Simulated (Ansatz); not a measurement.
SrPb:
```
SrPb
1.0
    2.55827    -6.11688     0.00000
    2.55827     6.11688     0.00000
    0.00000     0.00000     4.66751
Sr Pb
2 2
Direct
  0.13245   0.86755   0.75000
  0.86755   0.13245   0.25000
  0.41564   0.58436   0.75000
  0.58436   0.41564   0.25000
```

Relaxed with r²SCAN. Special points in fractions of this cell's reciprocal vectors: Γ (0.000, 0.000, 0.000); Y (-0.500, 0.500, 0.000); C0 (-0.294, 0.706, 0.000); Σ0 (0.294, 0.294, 0.000); Z (0.000, 0.000, 0.500); A0 (0.294, 0.294, 0.500); E0 (-0.294, 0.706, 0.500); T (-0.500, 0.500, 0.500); S (0.000, 0.500, 0.000); R (0.000, 0.500, 0.500).

Question: List the band energies nearest the Fermi level at these points for r²SCAN in the plane-wave PAW code Ansatz.

Answer: In eV from the Fermi level; about four levels below and three above (degenerate sets whole), none deeper than 8.9 eV; points with the same levels are listed once.

| k | below | above |
|---|---|---|
| Γ | -7.50 -2.25 -1.47 -1.06 | 0.25 0.52 1.07 |
| Y | -1.39 -1.20 -1.09 -0.72 | 0.40 1.69 1.95 |
| C0 | -3.48 -1.51 -1.47 -1.36 | 0.40 1.21 1.99 |
| Z | -1.13 -1.13 -0.21 -0.21 | 2.38 2.38 4.40 4.40 |
| A0 | -2.65 -2.65 -1.70 -1.70 | 0.87 0.87 2.47 2.47 |
| T | -3.39 -3.39 -0.89 -0.89 | 1.07 1.07 2.92 2.92 |
| S | -3.49 -2.16 -1.49 -1.10 | 0.76 1.13 2.27 |
| R | -2.49 -2.49 -1.66 -1.66 | 0.35 0.35 3.07 3.07 |

Space group Cmcm. The first step of the workflow began from a Materials Project structure, measured or hypothetical; the Crystallography Open Database files this formula in space group No. 63, but the cells were not matched. Whether it is the stable phase at ambient conditions was not checked. Symmetry was held in the r²SCAN relaxation; whether a distortion lowers the energy is not shown. Scalar-relativistic: spin–orbit coupling is off unless named, which matters more the heavier the elements.

Potentials: the later of the program's two PAW sets.
